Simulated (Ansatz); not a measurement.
# MgTi₂Tl₂P₂S₁₀, one structure, two calculations

Cell: a Materials Project structure (computed, not necessarily an observed phase).

```
CELL_PARAMETERS angstrom
6.62105 0.00000 0.00000
-0.01158 7.06671 0.00000
-2.36483 -3.45253 9.24115
ATOMIC_POSITIONS crystal
Mg 0.99933 0.63727 0.99974
Ti 0.50021 0.27700 0.00124
Ti 0.49951 0.71106 0.00118
Tl 0.71321 0.71012 0.45155
Tl 0.28686 0.26248 0.54895
P 0.28427 0.87391 0.73703
P 0.71521 0.13200 0.26595
S 0.17063 0.64731 0.80238
S 0.32910 0.55797 0.12879
S 0.40421 0.07001 0.15274
S 0.59549 0.92301 0.85010
S 0.16473 0.14459 0.81849
S 0.76675 0.23165 0.48109
S 0.66907 0.43235 0.87230
S 0.23402 0.76792 0.52202
S 0.82802 0.84123 0.19696
S 0.83439 0.32641 0.18685
```

Atom numbers follow the list; atoms alike are taken as one site, whose name carries the number of the first.

First run. Level of theory: DFT, PBE, plane waves and PAW, scalar-relativistic, collinear spin, 420 eV cutoff, Γ-centred 5×4×3 k-points, Fermi–Dirac smearing 0.02 eV (Ansatz 0.2.0). Start moments as typed (μB): 1 on each Ti, none on the rest.

| site | atom | V_zz (10²¹ V/m²) | η | m (μB) |
| --- | --- | --- | --- | --- |
| Mg | 1 | -2.19 | 0.68 | 0.01 |
| Ti2 | 2 | 2.91 | 0.04 | 0.61 |
| Ti3 | 3 | 2.61 | 0.57 | 0.70 |
| Tl4 | 4 | -5.41 | 0.41 | 0.01 |
| Tl5 | 5 | -5.38 | 0.69 | 0.01 |
| P6 | 6 | -2.84 | 0.99 | 0.02 |
| P7 | 7 | 2.91 | 0.97 | 0.02 |
| S8 | 8 | 15.23 | 0.12 | 0.00 |
| S9 | 9 | 2.10 | 0.62 | 0.00 |
| S10 | 10 | 15.92 | 0.18 | -0.01 |
| S12 | 12 | 16.39 | 0.07 | 0.00 |
| S14 | 14 | 2.01 | 0.55 | 0.00 |
| S16 | 16 | 15.15 | 0.13 | 0.00 |
| S17 | 17 | 16.33 | 0.07 | 0.00 |

Second run. The same atoms and settings, except that the mesh is 5×5×4 and the Fermi–Dirac smearing is 0.05 eV.

Question: Given the first result, estimate the second.

Answer: 

| site | atom | V_zz | η | change of V_zz | m (μB) |
| --- | --- | --- | --- | --- | --- |
| Mg | 1 | -2.19 | 0.68 | 0.00 | 0.01 |
| Ti2 | 2 | 2.79 | 0.07 | -0.12 | 0.61 |
| Ti3 | 3 | 2.66 | 0.35 | +0.05 | 0.70 |
| Tl4 | 4 | -5.43 | 0.39 | -0.02 | 0.01 |
| Tl5 | 5 | -5.39 | 0.67 | -0.01 | 0.01 |
| P6 | 6 | -2.84 | 0.99 | 0.00 | 0.02 |
| P7 | 7 | 2.91 | 0.97 | 0.00 | 0.02 |
| S8 | 8 | 15.21 | 0.12 | -0.02 | 0.00 |
| S9 | 9 | 2.11 | 0.60 | +0.01 | 0.00 |
| S10 | 10 | 15.92 | 0.18 | 0.00 | -0.01 |
| S12 | 12 | 16.45 | 0.07 | +0.06 | 0.00 |
| S14 | 14 | 2.02 | 0.54 | +0.01 | 0.00 |
| S16 | 16 | 15.14 | 0.13 | -0.01 | 0.00 |
| S17 | 17 | 16.41 | 0.07 | +0.08 | 0.00 |

The largest change of V_zz is on Ti2, from 2.91 to 2.79. The whole tensor moves most on Ti3, by 0.38 along its most changed direction. In per cent, |V_zz| changes by 0 on Mg, -4 to +2 on Ti, 0 on Tl, 0 on P, 0 to +1 on S (all sites that start above 2). Where |V_zz| stays above 0.1, η moves most on Ti3, from 0.57 to 0.35. The table leaves out 3 of the 17 sites, with |V_zz| up to 17.01; their tensors move by 0.06 at most along any direction. The statements above cover all sites.

Spin–orbit coupling is left out, which shifts gradients on Tl by a few per cent in wide-gap crystals, and can shift them far more where the calculated gap is small or absent, as here. Semilocal functionals can leave a metal where correlation in the d or f shell opens a gap in the real compound, and that would change the values at and beside Ti. All moments are parallel here, as the start or the cell imposes; many such compounds order antiparallel, where fields and spin densities carried over to other atoms largely cancel. The magnetic order is the one that the run reached from its start moments, not necessarily the measured one (the real compound may not order at all).
